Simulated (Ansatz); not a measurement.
One crystal and one scan (energy over volume and axial ratio) at two levels, PBE-D3(BJ) (plane waves to 420 eV, PAW, scalar-relativistic; Ansatz, a quantum-chemistry and plane-wave program) and PBEsol-D3(BJ) (plane waves to 420 eV, PAW, scalar-relativistic; Ansatz), each from its own relaxed cell and on its own mesh. The cell shown is that of PBE-D3(BJ).

BN (h-BN type, space group P6_3/mmc)

```yaml
crystal:
  lattice:
    - [2.50580, 0.00000, 0.00000]
    - [-1.25290, 2.17009, 0.00000]
    - [0.00000, 0.00000, 6.61620]
  atoms:
    - { symbol: B, position: [0.33333, 0.66667, 0.25000] }
    - { symbol: B, position: [0.66667, 0.33333, 0.75000] }
    - { symbol: N, position: [0.33333, 0.66667, 0.75000] }
    - { symbol: N, position: [0.66667, 0.33333, 0.25000] }
```

The relaxed cell is deformed in two ways at once: its volume V is scaled, and at that volume it is stretched along z (the c axis of the conventional cell) so that c/a changes. Fractional atomic positions are held.

Energies are smeared free energies. BN was relaxed with its symmetry unable to fall. The PAW data are Ansatz's earlier set. Percentages come from the unrounded values. Both scans cover V/V₀ from 0.920 to 1.080 and (c/a)/(c/a)₀ from 0.880 to 1.120.

| quantity | PBE-D3(BJ) | PBEsol-D3(BJ) | PBE-D3(BJ) − PBEsol-D3(BJ) |
|---|---|---|---|
| Lattice constant a (Å) | 2.506 | 2.500 | +0.006 (+0.2 %) |
| Lattice constant c (Å) | 6.616 | 6.413 | +0.203 (+3.2 %) |
| Relaxed volume (Å³/atom) | 8.99 | 8.68 | +0.31 (+3.7 %) |
| Band gap of the relaxed cell, no spin-orbit coupling (eV) | 4.24 | 4.08 | +0.16 (+3.9 %) |
| Modulus against c/a change at fixed volume, (3/4V)·∂²E/∂(ln c/a)² (fit, atoms clamped) (GPa) | 191 | 198 | -7 (-4 %) |

PBE-D3(BJ) gives the higher value for: lattice constant a; lattice constant c; relaxed volume; band gap of the relaxed cell, no spin-orbit coupling. PBE-D3(BJ) gives the lower value for: modulus against c/a change at fixed volume. Both give the same best c/a under compression: smaller than under expansion (fitted ratio 0.929 at V/V₀ = 0.92, 1.075 at 1.08).

(Under strain, the slope of the energy per volume gives the stress and its curvature an elastic modulus.)
